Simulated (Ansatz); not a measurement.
Ansatz input

```yaml
crystal:
  lattice:
    - [1.8563782767, -5.3777916408, 0.0]
    - [1.8563782767, 5.3777916408, 0.0]
    - [0.0, 0.0, 4.2239824921]
  atoms:
    - { symbol: As, position: [0.1126981204, 0.8873018796, 0.9457082203] }
    - { symbol: As, position: [0.6126981204, 0.3873018796, 0.5542917797] }
    - { symbol: As, position: [0.8873018796, 0.1126981204, 0.0542917797] }
    - { symbol: As, position: [0.3873018796, 0.6126981204, 0.4457082203] }
hamiltonian:
  xc: lda
  pseudopotentials:
    kind: paw
    azcp:
      As: "pseudopotentials/As.paw.azcp"
basis:
  ecutwfc: 420
  fft_grid_basis: typed
kpoints:
  mp_grid: { grid: [12, 12, 10], shift: [0, 0, 0] }
magnetization:
  spin_polarized: false
scf:
  occupations: { method: fermi_dirac, width: 0.1 }
```

Terminal output

```
Warning: the record states the generating functional pbe (its physics header spells it `PBE`), which answers neither for hamiltonian.xc's functional nor for the lda family's — results may be inconsistent (PPs are generated against a specific XC)
Engine: ansatz 0.2.0, aarch64-unknown-linux-gnu
Pseudopotentials: kind: paw
Pseudopotential: As, paw, valence charge 15, recommended cutoff 420 eV (normal) 
Functional definition: SPW92
  exchange = slater_x
  correlation = pw_c
Crystal: 4 atoms, lattice volume = 84.338 Å³
Basis set: ecut = 420 eV, 1645 PW (Γ)
Bands: 35, of which v1, the nominal top of the filled ones, is band 30 counted from 1 (29 counted from 0)
Symmetry: 8 space group operations
Space group: Cmce (ITA 64), of the structure as read, at distance tolerance 4.4e-5 Å
k-points: 258 of 1440
Non-local potential: As, projectors of the file, l = 0: 2, l = 1: 2, l = 2: 3, l = 3: 1
PAW form: soft (Blöchl's): semilocal exchange-correlation on the pseudo side does not see the compensation charge
PAW frozen core: As, regenerated for the run's functional, and the local potential with it (the file was generated under x = pbe(κ = 0.804, μ = 0.2195149727645171), c = pbe(β = 0.06672455060314922))
PAW one-centre angular grid: As, 590 points (default); XC on 64 Gauss nodes
Initial density: superposition of atomic densities (neutral atoms: chi_scale 0, normalization atom), corrected by the library's trained network
Initial wavefunctions: pseudopotential atomic-orbital guess
Functional: x = slater, c = lda
SCF iter   1: F=—  HF=-19094.504175 eV  |F-HF|=—  |Δ(HF+E_count)|=         —  Δρ=5.15e-3  dr2=1.48e-2  ethr=1.77e-3  ⟨swp⟩=5.8  Hψ=34215  notcnv=0
SCF iter   2: F=—  HF=-19094.499243 eV  |F-HF|=—  |Δ(HF+E_count)|=   4.93e-3  Δρ=3.03e-3  dr2=6.31e-3  ethr=2.47e-5  ⟨swp⟩=1.0  Hψ=11096  notcnv=0
SCF iter   3: F=—  HF=-19094.497298 eV  |F-HF|=—  |Δ(HF+E_count)|=   1.95e-3  Δρ=4.45e-4  dr2=3.34e-4  ethr=1.05e-5  ⟨swp⟩=2.0  Hψ=10704  notcnv=0
SCF iter   4: F=—  HF=-19094.497194 eV  |F-HF|=—  |Δ(HF+E_count)|=   1.03e-4  Δρ=1.29e-4  dr2=3.22e-5  ethr=5.57e-7  ⟨swp⟩=2.0  Hψ=16776  notcnv=0
SCF iter   5: F=—  HF=-19094.497178 eV  |F-HF|=—  |Δ(HF+E_count)|=   1.66e-5  Δρ=1.01e-4  dr2=1.87e-5  ethr=5.37e-8  ⟨swp⟩=2.0  Hψ=16777  notcnv=0
SCF iter   6: F=—  HF=-19094.497160 eV  |F-HF|=—  |Δ(HF+E_count)|=   1.74e-5  Δρ=4.33e-5  dr2=5.19e-6  ethr=3.12e-8  ⟨swp⟩=2.0  Hψ=16767  notcnv=0
SCF iter   7: F=—  HF=-19094.497158 eV  |F-HF|=—  |Δ(HF+E_count)|=   2.39e-6  Δρ=1.20e-5  dr2=4.98e-7  ethr=8.66e-9  ⟨swp⟩=2.0  Hψ=16772  notcnv=0
SCF iter   8: F=-19094.497158 eV  HF=-19094.497158 eV  |F-HF|=1.36e-8  |Δ(HF+E_count)|=   1.25e-7  Δρ=2.85e-6  dr2=1.92e-8  ethr=1.67e-10  ⟨swp⟩=3.0  Hψ=19406  notcnv=0
SCF 1 converged in 8 iterations: F = -19094.497158 eV  dr2 = 1.92e-8
SCF converged after 8 iterations
Free energy (F): -19094.497158 eV
Harris-Foulkes:  -19094.497158 eV  (|F-HF|=1.36e-8)
Internal energy: -19094.481748 eV  (E = F + TS)
E sigma→0 (E₀):  -19094.489453 eV
Entropy (-TS):   -0.015410 eV (-3.852 meV/atom)
Fermi energy:    10.437525 eV
--- Per-component energies (eV) ---
  E_band       = -939.859759
  E_kinetic    = 414.305196
  E_local      = -6702.717430  (includes V_loc(G=0)·N_el)
  E_nonlocal   = -2661.506981
  E_hartree    = 3709.318205
  E_xc         = -317.023488
  E_vxc        = -319.617027  (∫ρ·V_xc dr)
  E_paw        = -7012.585453  (= ΣΔE_a)
  E_vpaw       = 911.036737  (= ΣTr[D̂ρ^β])
  E_aug_tail   = 0.000035  (compensation charges beyond the density's cutoff)
  E_ewald      = -6532.572753
  E_core_change = 8.300920  (= ΣΔE_core)
  E_smearing   = -0.015410  (= −TS)
  E_closure    = -0.000000  (closes the sum)
  Σ components = -19094.497158   (vs F -19094.497158, Δ=0.00e0)
```
